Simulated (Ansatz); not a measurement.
Sc$_{3}$SnB (anti-perovskite, space group No. 221) at seven volumes, DFT-r²SCAN in the program Ansatz with PAW potentials, scaled uniformly. One row is withheld.

| V (Å³/atom) | P (GPa) |
|---|---|
| 18.268 | 9.92 |
| 18.870 | 6.12 |
| 19.472 | 2.84 |
| 20.075 | 0.00 |
| 20.677 | -2.45 |
| 21.279 | ? |
| 21.881 | -6.40 |

**Question.** Fit the shown pressures and predict the withheld one.

**Answer.** P = (3/2)B₀(x^(7/2) − x^(5/2))[1 + (3/4)(B′ − 4)(x − 1)] with x = (V₀/V)^(2/3). Least squares on the six rows gives V₀ = 20.075 Å³/atom, B₀ = 87.7 GPa, B′ = 3.85. At V = 21.279, x = 0.9619 and P = -4.57 GPa. The run itself gave -4.57 GPa.

Space group Pm-3m (anti-perovskite). The workflow started from an entry of the Crystallography Open Database (COD). Its standing as an ambient phase is unchecked. The r²SCAN relaxation kept the symmetry of its start; its stability against distortions is not shown here. No spin polarisation was allowed. Scalar-relativistic: spin–orbit coupling is off unless named, which matters more the heavier the elements.

Potentials: the later of the program's two PAW sets.
